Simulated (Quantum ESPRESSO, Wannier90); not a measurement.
**Wannierisation of TaN (P-62m)**

```
begin unit_cell_cart
ang
    5.2084998633    0.0000000000    0.0000000000
   -2.6042499317    4.5106931973    0.0000000000
    0.0000000000    0.0000000000    2.9147500000
end unit_cell_cart
begin atoms_frac
Ta   0.0000000000  0.0000000000  0.0000000000
Ta   0.3333333333 -0.3333333333  0.5000000000
Ta  -0.3333333333  0.3333333333  0.5000000000
N    0.3923900000  0.0000000000  0.0000000000
N   -0.3923900000 -0.3923900000  0.0000000000
N   -0.0000000000  0.3923900000  0.0000000000
end atoms_frac
```

Materials Project entry mp-1279; symmetrised, unrelaxed at this level. COD (Crystallography Open Database) has the formula in 5 space groups, this one among them (matched by group alone). Level: PBEsol, spinors with spin-orbit coupling; pw.x of Quantum ESPRESSO at 68 Ry with PseudoDojo potentials, 4×4×6 k-points, Wannier90. Density: 12×12×10 mesh, cold smearing 0.01 Ry.

A tight-binding model is made by disentanglement and projection with no localisation steps (num_iter = 0), so the 48 orbitals stay atom-like: hydrogen-like Ta: d; N: p, axes along x, y, z; frozen window up to 1.50 eV relative to the Fermi level. It follows pw.x to 18 meV rms for states up to 1.0 eV relative to the Fermi level. Matrix elements depend on this choice of orbitals and windows.

The 45 largest hoppings ⟨m,0|H|n,R⟩ between different sites (one of each Hermitian pair; signs follow the real orbitals' lobes; the list may end inside a set of equal values):

```csv
m,n,R,distance of the centres (Å),t (eV),Im t (eV)
N4 px↑,Ta1 dx2-y2↑,0 0 0,2.16,2.267,0.000
N4 px↓,Ta1 dx2-y2↓,0 0 0,2.16,2.267,0.000
Ta1 dz2↑,Ta1 dz2↑,0 0 1,2.91,-2.197,0.000
Ta1 dz2↓,Ta1 dz2↓,0 0 1,2.91,-2.197,0.000
N5 py↑,Ta1 dxy↑,0 0 0,2.09,-2.160,0.045
N5 py↓,Ta1 dxy↓,0 0 0,2.09,-2.160,-0.045
N6 py↑,Ta1 dxy↑,0 0 0,2.09,-2.160,-0.045
N6 py↓,Ta1 dxy↓,0 0 0,2.09,-2.160,0.045
N5 px↑,Ta1 dx2-y2↑,0 0 0,1.94,1.946,0.045
N5 px↓,Ta1 dx2-y2↓,0 0 0,1.94,1.946,-0.045
N6 px↑,Ta1 dx2-y2↑,0 0 0,1.94,1.946,-0.045
N6 px↓,Ta1 dx2-y2↓,0 0 0,1.94,1.946,0.045
N4 py↑,Ta1 dxy↑,0 0 0,1.86,-1.839,0.000
N4 py↓,Ta1 dxy↓,0 0 0,1.86,-1.839,0.000
N6 px↑,Ta3 dxz↑,0 0 0,2.18,-1.783,-0.004
N6 px↓,Ta3 dxz↓,0 0 0,2.18,-1.783,0.004
Ta3 dxz↑,N6 px↑,0 0 1,2.18,1.783,-0.004
Ta3 dxz↓,N6 px↓,0 0 1,2.18,1.783,0.004
Ta2 dxz↑,N5 px↑,1 0 0,2.18,-1.783,-0.004
Ta2 dxz↓,N5 px↓,1 0 0,2.18,-1.783,0.004
Ta2 dxz↑,N5 px↑,1 0 1,2.18,1.783,0.004
Ta2 dxz↓,N5 px↓,1 0 1,2.18,1.783,-0.004
N4 pz↑,Ta1 dxz↑,0 0 0,2.08,-1.752,0.000
N4 pz↓,Ta1 dxz↓,0 0 0,2.08,-1.752,0.000
N4 py↑,Ta2 dyz↑,0 0 0,2.18,-1.544,-0.004
N4 py↓,Ta2 dyz↓,0 0 0,2.18,-1.544,0.004
Ta2 dyz↑,N4 py↑,0 0 1,2.18,1.544,-0.004
Ta2 dyz↓,N4 py↓,0 0 1,2.18,1.544,0.004
N4 py↑,Ta3 dyz↑,1 0 -1,2.18,1.544,-0.004
N4 py↓,Ta3 dyz↓,1 0 -1,2.18,1.544,0.004
N4 py↑,Ta3 dyz↑,1 0 0,2.18,-1.544,0.004
N4 py↓,Ta3 dyz↓,1 0 0,2.18,-1.544,-0.004
N6 pz↑,Ta1 dyz↑,0 0 0,2.07,-1.517,-0.011
N6 pz↓,Ta1 dyz↓,0 0 0,2.07,-1.517,0.011
N5 pz↑,Ta1 dyz↑,0 0 0,2.07,1.517,-0.011
N5 pz↓,Ta1 dyz↓,0 0 0,2.07,1.517,0.011
N6 pz↑,Ta3 dxz↑,0 0 0,2.19,1.494,-0.001
N6 pz↓,Ta3 dxz↓,0 0 0,2.19,1.494,0.001
Ta3 dxz↑,N6 pz↑,0 0 1,2.19,1.494,0.001
Ta3 dxz↓,N6 pz↓,0 0 1,2.19,1.494,-0.001
Ta2 dxz↑,N5 pz↑,1 0 0,2.19,1.493,-0.001
Ta2 dxz↓,N5 pz↓,1 0 0,2.19,1.493,0.001
Ta2 dxz↑,N5 pz↑,1 0 1,2.19,1.493,-0.001
Ta2 dxz↓,N5 pz↓,1 0 1,2.19,1.493,0.001
N4 pz↑,Ta2 dyz↑,0 0 0,2.18,1.425,0.002
```
